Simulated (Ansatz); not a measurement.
Theory: DFT PBE, scalar-relativistic, plane waves, PAW in Ansatz 0.2.0. Cutoff 420 eV, Γ-centred meshes of about 0.25 Å⁻¹ or finer for metals and 0.3 Å⁻¹ for insulators (2π included), Gaussian smearing. No spin polarisation.

Temperature and zero-point effects are left out.

Two relaxed structures of SrNb:

A.

```yaml
crystal:
  lattice:
    - [4.58427, 0.00000, 0.00000]
    - [0.00000, 3.42563, 0.00000]
    - [0.00000, 0.00000, 8.45468]
  atoms:
    - { symbol: Sr, position: [0.75000, 0.00000, 0.70232] }
    - { symbol: Sr, position: [0.25000, 0.00000, 0.29768] }
    - { symbol: Nb, position: [0.25000, 0.50000, 0.94784] }
    - { symbol: Nb, position: [0.75000, 0.50000, 0.05216] }
```

B.

```yaml
crystal:
  lattice:
    - [3.80574, 0.00000, 0.00000]
    - [-1.90287, 3.29587, 0.00000]
    - [0.00000, 0.00000, 15.69512]
  atoms:
    - { symbol: Sr, position: [0.00000, 0.00000, 0.22931] }
    - { symbol: Sr, position: [0.66667, 0.33333, 0.00000] }
    - { symbol: Sr, position: [0.00000, 0.00000, 0.77069] }
    - { symbol: Nb, position: [0.00000, 0.00000, 0.50000] }
    - { symbol: Nb, position: [0.66667, 0.33333, 0.40161] }
    - { symbol: Nb, position: [0.66667, 0.33333, 0.59839] }
```

Question: Which is lower in energy, and by how much?

Answer: B is lower, by 83 meV/atom. A has space group Pmma (No. 51), 33.2 Å³/atom and no gap on its mesh; B has space group P-6m2 (No. 187), 32.8 Å³/atom and no gap. Counting all near atoms (those within 1.25 times the shortest distance at each site; a plus sign parts nearer from farther groups; a slash parts the counts of unlike sites), A has Sr 8+2, Nb 2 and B has Sr 6+6/9+4, Nb 3+1/6. Even the lower one lies +0.65 eV/atom against the reference forms of the elements (uncorrected), so neither is stable at this level. In A, around Sr lie 6 Nb at 3.42–3.54 Å, 2 Sr at 3.43 Å and 2 Sr at 4.12 Å; Nb is surrounded by 2 Nb at 2.46 Å, 6 Sr at 3.42–3.54 Å and 2 Nb at 3.43 Å. In B, Sr on a site of symmetry 3m is surrounded by 3 Nb at 3.48 Å, 6 Sr at 3.81 Å, 3 Sr at 4.22 Å and 1 Nb at 4.25 Å; Sr on a site of symmetry -6m2 is surrounded by 6 Sr at 3.81 Å and 6 Sr at 4.22 Å; around Nb on a site of symmetry -6m2 lie 6 Nb at 2.69 Å, 6 Nb at 3.81 Å and 2 Sr at 4.25 Å; 1 more site not described. Both come from trial cells of a structure search, whose lowest cell (P2_1, 33.3 Å³/atom) lies 265 meV/atom below the lower of the two.

A magnetic state wasn't ruled out in cells without spin, among them Pmma, P-6m2. Trial moments fell under 0.15 μB along the way in Pmma and P-6m2; another start might hold them. With atoms moved at random, B (by 265 meV/atom) fell into a lower structure. A had no clear such test and can be a saddle point. Some structure types and database cells were kept out of the candidates from the start, so a known form may be missing.
